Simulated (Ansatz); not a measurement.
Relaxed-ion elastic tensor of BN (zinc blende, F-43m) in GPa (Voigt order), LDA in the plane-wave PAW code Ansatz; density 3.59 g/cm³, 5.73 Å³ per atom.

```
824  190  190  0.0  0.0  0.0
190  824  190  0.0  0.0  0.0
190  190  824  0.0  0.0  0.0
0.0  0.0  0.0  475  0.0  0.0
0.0  0.0  0.0  0.0  475  0.0
0.0  0.0  0.0  0.0  0.0  475
```

**Question.** Is the crystal mechanically stable?

**Answer.** Yes: the smallest eigenvalue of C is 475 GPa.

**Question.** Work out the Voigt, Reuss and Hill averages.

**Answer.** K_V = 401, K_R = 401, K_H = 401; G_V = 412, G_R = 396, G_H = 404 GPa.

**Question.** Give Young's modulus, Poisson's ratio, Pugh's ratio and the universal anisotropy index.

**Answer.** E = 9KG/(3K + G) = 907 GPa; ν = 0.12; K/G = 0.99 (brittle by the Pugh limit of 1.75); A_U = 5G_V/G_R + K_V/K_R − 6 = 0.20.

**Question.** Estimate the sound speeds and the Debye temperature.

**Answer.** v_l = √((K + 4G/3)/ρ) = 16200 m/s, v_t = √(G/ρ) = 10600 m/s, mean 11600 m/s; Θ = (h/k)(3n/4πV)^(1/3) v_m = 1930 K.

**Question.** Give the Zener ratio and Young's modulus along [100], [110] and [111].

**Answer.** A = 2C44/(C11 − C12) = 1.50; 1/E = S11 − 2(S11 − S12 − S44/2)Γ with Γ = 0, 1/4, 1/3 gives 752, 938, 1020 GPa.

The LDA relaxation kept the symmetry of its start; phonons on a q-mesh show no instability.

Potentials: the earlier of the program's two PAW sets.
